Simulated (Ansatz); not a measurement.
## TiC: modes against the lattice constant

Level of theory: DFT PBE, scalar-relativistic, plane waves, PAW (Ansatz). Settings: 420 eV plane-wave cutoff, Γ-centred 18×18×18 mesh, Fermi-Dirac smearing of 0.15 eV. No spin polarisation. Phonons by linear response, acoustic sum rule imposed.

The cell is fixed (symmetry leaves no force on the atoms) and stands under 39.9 GPa:
Space group Fm-3m (No. 225). a = 4.157 Å, b = 4.157 Å, c = 4.157 Å, α = 90.00°, β = 90.00°, γ = 90.00°
```
atom site symmetry x y z
  Ti    4a m-3m  0.0000  0.0000  0.0000
   C    4b m-3m  0.5000  0.0000  0.0000
```

The cell is the ideal cubic rocksalt prototype. In a metal, frequencies and elastic constants depend on the k mesh and the smearing, soft modes and shear constants most.

Task: How do the optical zone-centre modes (counted from the lowest optical one, degenerate ones once; i marks imaginary ones) of this metal change over a = 4.157 and 4.403 Å (k meshes 18×18×18, 16×16×16)?

Result:
```tsv
a (Å)	4.157	4.403
pressure (GPa)	39.9	-10.8
mode 1 (cm⁻¹)	638	466
```